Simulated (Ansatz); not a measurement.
Cu Kα1 powder pattern (kinematic, no thermal factors).
```tsv
2θ (°)	relative intensity
20.89	11
28.70	8
30.69	100
34.04	17
42.51	11
46.48	73
49.14	2
53.34	3
54.56	19
61.49	5
63.91	17
65.89	24
70.29	2
71.52	1
71.67	3
74.43	11
78.63	5
79.81	1
79.95	8
88.87	10
```

The pattern is computed from a structure relaxed with Ansatz, DFT PBE, scalar-relativistic, plane waves, PAW. No spin polarisation. Its elements are O, Sn, Zn.

**Question.** Give the structure.

**Answer.** Zn2SnO3.
Space group R-3m:H (No. 166). a = 5.822 Å, b = 5.822 Å, c = 7.895 Å, α = 90.00°, β = 90.00°, γ = 120.00°
```tsv
atom	site	symmetry	x	y	z
Zn	6c	3m	0.3333	0.6667	0.3122
Sn	3a	-3m	0.0000	0.0000	0.0000
O	9d	.2/m	0.8333	0.1667	0.1667
```

A pattern alone doesn't exclude other cells with like lines; this is the one computed.

The structure comes from a generated guess; another structure or a mixture of phases may lie lower.
